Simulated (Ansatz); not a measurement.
A geometry of P away from equilibrium: the start of the relaxation of a generated cell, P placed in the AFLOW prototype A_oC8_64_f (A11, as in Ga). Level of theory: PBE (plane waves to 420 eV, PAW, scalar-relativistic; Ansatz, a first-principles code). Γ-centred k-mesh 7×7×6 on the run's cell (coarser than for final values), Fermi–Dirac smearing 0.05 eV.

```xyz
4
Lattice="2.0638 -3.4956 0.0000 2.0638 3.4956 0.0000 0.0000 0.0000 4.1285" Properties=species:S:1:pos:R:3:forces:R:3 pbc="T T T" free_energy=-3019.917 pressure_GPa=9.0
P      2.0638     1.0829     2.3987    0.0000   -0.0674    0.2287
P      2.0638    -1.0829     1.7298    0.0000    0.0674   -0.2287
P      2.0638    -2.4127     3.7941    0.0000   -0.0674   -0.2287
P      2.0638     2.4127     0.3344    0.0000    0.0674    0.2287
```

Positions in Å, forces in eV/Å, free energy of the cell in eV (comparable only within this code, potentials and settings). Largest force: 0.24 eV/Å, on P1, P2, P3, P4 (atoms numbered as listed); the geometry lies 0.69 eV/atom above the end of its relaxation.

No spin polarisation in the result. Without a van der Waals term the distances between weakly bound units are poorly fixed.

The run could not lose the symmetry of its start.
